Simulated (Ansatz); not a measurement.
## TaGeH single point

Input file of Ansatz 0.2.0:

```yaml
crystal:
  lattice:
    - [3.25253, 0.0, 0.0]
    - [0.0, 3.25253, 0.0]
    - [0.0, 0.0, 7.303551]
  atoms:
    - { symbol: Ge, position: [0.0, 0.0, 0.0] }
    - { symbol: Ge, position: [0.5, 0.5, 0.0] }
    - { symbol: H, position: [0.5, 0.0, 0.609] }
    - { symbol: H, position: [0.0, 0.5, 0.391] }
    - { symbol: Ta, position: [0.5, 0.0, 0.256] }
    - { symbol: Ta, position: [0.0, 0.5, 0.744] }
  symmetry: { tolerance: 0.0003 }
kpoints:
  mp_grid: { grid: [10, 10, 5], shift: [0, 0, 0] }
  band_path:
    path:
      - [0.0, 0.0, 0.0]
      - [0.0, 0.5, 0.0]
      - [0.5, 0.5, 0.0]
      - [0.0, 0.0, 0.0]
      - [0.0, 0.0, 0.5]
      - [0.0, 0.5, 0.5]
      - [0.5, 0.5, 0.5]
      - [0.0, 0.0, 0.5]
      - [0.0, 0.5, 0.0]
      - [0.0, 0.5, 0.5]
      - [0.5, 0.5, 0.0]
    npoints: 7
magnetization:
  spin_polarized: false
scf:
  occupations: { method: fermi_dirac }
  lower_state_search: "off"
  max_iter: 200
hamiltonian:
  pseudopotentials: { kind: paw }
  xc: r2scan
basis:
  ecutwfc: 500
  fft_grid_basis: typed
output:
  forces: true
  stress: true
  eigenvalues: true
  bader: true
  populations: true
  elf: true
  write_potential: true
  volumetric_format: npy
  dos:
    e_range: [-12, 8]
    de: 0.05
    projected: { site_lists: { Ge: [Ge], H: [H], Ta: [Ta] } }
checkpoint:
  read: saved_state
```

Launched with:

```sh
ansatz run input.yaml --threads 1 --pin off --max-ram 2560MiB --backend cpu --events-out ev --progress --plain --runs-dir out
```

The run starts from an earlier solution of this cell. 

Excerpt of what it printed:

```
Pseudopotentials: kind: paw
Pseudopotential: Ge, paw, valence charge 14, recommended cutoff 500 eV (meta_gga), Ge.paw.azcp
Pseudopotential: H, paw, valence charge 1, recommended cutoff 500 eV (meta_gga), H.paw.azcp
Pseudopotential: Ta, paw, valence charge 13, recommended cutoff 500 eV (meta_gga), Ta.paw.azcp
Functional definition: r2SCAN
  exchange = r2scan_x(k0 = k0, k1 = k1, a1 = a1)
  correlation = r2scan_c
Crystal: 6 atoms, lattice volume = 77.264 Å³
Basis set: ecut = 500 eV, 1951 PW (Γ), exchange–correlation on 96×96×216 points (64 copies of the dense FFT grid, shifted against one another)
Bands: 34, of which v1, the nominal top of the filled ones, is band 28 counted from 1 (27 counted from 0)
Symmetry: 16 space group operations
Space group: P4/nmm (ITA 129), of the structure as read, at distance tolerance 1.3e-3 Å
k-points: 63 of 500
Initial density: read from a saved state, or passed on in memory by an earlier SCF of this step, an earlier step, the calling program or the single point that the run made first
Functional: x = r2scan, c = r2scan; τ floored in thin density (d = 2e-4 eV/Å³)
SCF iter   1: F=-28520.9217 eV  Δρ=1.95e-3  dr2=2.59e-3  dr2_τ=2.40e-3
SCF iter   2: F=-28520.9224 eV  Δρ=1.18e-3  dr2=1.03e-3  dr2_τ=5.11e-5
SCF iter   3: F=-28520.9226 eV  Δρ=2.03e-4  dr2=4.53e-5  dr2_τ=2.10e-6
SCF iter   4: F=-28520.9226 eV  Δρ=1.14e-4  dr2=2.01e-5  dr2_τ=3.51e-7
SCF iter   5: F=-28520.9227 eV  Δρ=4.81e-5  dr2=6.55e-6  dr2_τ=7.04e-8
SCF iter   6: F=-28520.9227 eV  Δρ=1.49e-5  dr2=9.93e-7  dr2_τ=1.01e-8
SCF iter   7: F=-28520.9227 eV  Δρ=4.61e-6  dr2=4.09e-8  dr2_τ=1.05e-9
Free energy (F): -28520.9227 eV
Harris-Foulkes:  -28520.9227 eV  (|F-HF|=2.52e-8)
Internal energy: -28520.8307 eV  (E = F + TS)
E sigma→0 (E₀):  -28520.8767 eV
Entropy (-TS):   -0.0919 eV (-15.325 meV/atom)
Fermi energy:    14.9670 eV
--- Forces (eV/Å), atoms counted from 1 ---
  atom   1  Ge     0.0000     0.0000     0.0000
  atom   2  Ge     0.0000     0.0000     0.0000
  atom   3  H      0.0000     0.0000     0.5441
  atom   4  H      0.0000     0.0000    -0.5441
  atom   5  Ta     0.0000     0.0000     6.9204
  atom   6  Ta     0.0000     0.0000    -6.9204
--- Stress (GPa, compression-positive) ---
       28.8855       0.0000       0.0000
        0.0000      28.8855       0.0000
        0.0000       0.0000      22.2490
  P = ⅓ Tr σ = 26.6734 GPa (266.734 kbar)
--- Löwdin populations: 6 sites ---
  site symbol       q [e]
     0     Ge     13.9778
     1     Ge     13.9778
     2      H      1.2017
     3      H      1.2017
     4     Ta     12.6903
     5     Ta     12.6903
  spilling = 0.0047 (of n_electrons = 56.0000)
--- Bader charges: 6 sites ---
  site symbol  charge [e]  shift [e]
     0     Ge     -0.4701     0.0034
     1     Ge     -0.4701     0.0034
     2      H     -0.5620     0.0000
     3      H     -0.5620     0.0000
     4     Ta      1.0322     0.0034
     5     Ta      1.0322     0.0034
```

Origin: a known structure type with other elements, at an estimated volume, so it need not be a known compound. Caveats: atoms or cell far from equilibrium.

Run time, from a saved density: 57 s on 1 thread of Intel(R) Xeon(R) 6975P-C (Granite Rapids) (shared host), peak memory 0.61 GiB.
